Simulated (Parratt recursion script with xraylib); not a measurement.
**X-ray reflectivity, Kiessig fringes on Al2O3: a table of runs and one to predict**

Model: specular X-ray reflectivity, Parratt recursion, Névot-Croce roughness, xraylib tables. Program: Parratt recursion script with xraylib 4.3.0.

Photon energy 6.93 keV (λ = 1.7891 Å), s polarisation. The grazing angle θ is scanned from 0.05° to 3.48° in 900 evenly spaced points, and the curve is smoothed with a Gaussian of 0.004° full width. A minimum is a scan point below both neighbours, placed by a parabola through ln R at the three points.

Each run is one film on Al2O3 (density 3.873 g/cm³, δ = 16.66 × 10⁻⁶, rms roughness 2.1 Å) under vacuum. The film surface has an rms roughness of 6.6 Å in all runs. The refractive index is n = 1 − δ + iβ. The table lists all minima between 0.6 and 1.2°.

| run | film | thickness d (Å) | density (g/cm³) | δ (10⁻⁶) | β (10⁻⁶) | minima at θ (°) |
|---|---|---|---|---|---|---|
| A | NiAl | 600 | 5.171 | 20.71 | 0.5467 | 0.634, 0.705, 0.779, 0.855, 0.932, 1.011, 1.091, 1.172 |
| B | NiAl | 480 | 5.171 | 20.71 | 0.5467 | ? |
| C | NiAl | 600 | 4.867 | 19.49 | 0.5146 | 0.629, 0.700, 0.775, 0.851, 0.929, 1.008, 1.088, 1.169 |

Densities are inputs, not measurements. They were set from computed cells of the Materials Project: NiAl from entry mp-1487 (Pm-3m, 6.083 g/cm³, taken at 80 and 85 %); Al2O3 from entry mp-1143 (R-3c, 3.873 g/cm³). A layer's crystal structure does not enter its constants, only its composition and density.

Problem. How many minima does run B have between 0.6 and 1.2°, and where?

Solution. Inside a film the fringe order is m = (2d/λ)(sin²θ − 2δ)^½, with the film's own δ. Where the film's δ lies above the substrate's, its two faces reflect with opposite signs, and minima are expected at whole m.

- Run A, δ above the substrate's: the minima give m = 6.04, 7.03, 8.03, 9.03, 10.02, 11.02, 12.02, 13.02.
- Run C, δ above the substrate's: the minima give m = 6.06, 7.04, 8.05, 9.04, 10.04, 11.03, 12.03, 13.03.

In run B the film's δ lies above the substrate's, so take whole m. The window runs from m = 4.43 to 10.69 and holds m = 5, 6, 7, 8, 9, 10. Then sin²θ = 2δ + (mλ/2d)² gives θ = 0.649, 0.739, 0.833, 0.930, 1.029, 1.130°.

The run has 6 minima, at 0.652, 0.742, 0.836, 0.933, 1.032, 1.132°. The largest distance from one of them to an estimated minimum is 0.003°, against a mean spacing of 0.096°.
